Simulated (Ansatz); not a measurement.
HfCl₄:
```
CELL_PARAMETERS angstrom
      6.12464     0.00000     0.00000
      0.00000     7.13497     0.00000
     -1.97044     0.00000     5.70985
ATOMIC_POSITIONS crystal
  Hf 0.50000 0.66630 0.75000
  Hf 0.50000 0.33370 0.25000
  Cl 0.26684 0.38937 0.50448
  Cl 0.73316 0.61063 0.49552
  Cl 0.73316 0.38937 0.99552
  Cl 0.26684 0.61063 0.00448
  Cl 0.23901 0.12950 0.01236
  Cl 0.76099 0.87050 0.98764
  Cl 0.76099 0.12950 0.48764
  Cl 0.23901 0.87050 0.51236
```

Relaxed with LDA. Special points in fractions of this cell's reciprocal vectors: Γ (0.000, 0.000, 0.000); Z (0.000, 0.500, 0.000); D (0.000, 0.500, 0.500); B (0.000, 0.000, 0.500); A (-0.500, 0.000, 0.500); E (-0.500, 0.500, 0.500); C2 (-0.500, 0.500, 0.000); Y2 (-0.500, 0.000, 0.000).

Question: List the band energies nearest the valence-band maximum at these points for DFT-LDA in the program Ansatz with PAW potentials.

Answer: In eV from the valence-band maximum; about four levels below and three above (degenerate sets whole), none deeper than 8.9 eV; points with the same levels are listed once.

| k | below | above |
|---|---|---|
| Γ | -0.34 -0.32 -0.07 0.00 | 3.72 4.00 4.30 |
| Z | -0.48 -0.48 -0.45 -0.32 -0.30 | 3.90 4.11 4.28 |
| D | -0.56 -0.56 -0.37 -0.37 | 3.94 3.94 4.36 4.36 |
| B | -0.40 -0.40 -0.21 -0.21 | 3.81 3.81 4.27 4.27 |
| A | -0.64 -0.64 -0.06 -0.06 | 3.68 3.68 4.14 4.14 |
| E | -0.34 -0.34 -0.22 -0.22 | 3.87 3.87 4.18 4.18 |
| C2 | -0.57 -0.55 -0.39 -0.27 | 3.83 4.13 4.18 |
| Y2 | -0.42 -0.40 -0.35 -0.34 | 4.02 4.03 4.12 |

Space group P2/c. The first step of the workflow began from a Materials Project structure, measured or hypothetical; the Crystallography Open Database files this formula in space group No. 13, but the cells were not matched. Its standing as an ambient phase is unchecked. The cell was relaxed with LDA under the symmetry of its start; whether a distortion lowers the energy is not shown. No spin polarisation was allowed. A crystal of weakly bound chains computed without a dispersion correction: the cell and the soft elastic constants depend strongly on that. Scalar-relativistic: spin–orbit coupling is off unless named, which matters more the heavier the elements.

Potentials: the earlier of the program's two PAW sets. The files were generated under PBE; for other functionals the program regenerates the frozen cores, and for LDA and PBEsol the local potential too.
